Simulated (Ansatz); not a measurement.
ZnFCl, ZnFBr, ZnFI: one prototype (Janus 1T monolayer), with Cl, Br, I on the same site. Each was relaxed with r2SCAN in the plane-wave code Ansatz, and the gaps are read on those cells (d direct, i indirect). The cells were built from prototypes, so some may not be known phases; spin polarisation is off.

```csv
compound,a (Å),"gap, PBE (eV)","gap, r2SCAN (eV)","gap, HSE06 (eV)"
ZnFCl,3.353,3.51 d (Γ),4.13 d (Γ),5.05 d (Γ)
ZnFBr,3.479,2.39 d (Γ),2.94 d (Γ),3.68 d (Γ)
ZnFI,3.716,1.36 d (Γ),1.81 d (Γ),2.39 d (Γ)
```

From ZnFCl to ZnFBr, a changes by +0.126 Å and the HSE06 gap by -1.37 eV. From ZnFBr to ZnFI, a changes by +0.237 Å and the HSE06 gap by -1.29 eV.

No spin-orbit coupling is included; it can move band edges with weight on the heavy atoms by tenths of an eV.

The meshes of the hybrids are coarse, so their gaps aren't converged to the digits shown.

For some runs the program warns that the potential is rough where the density is thin, which bears on empty states near the vacuum.
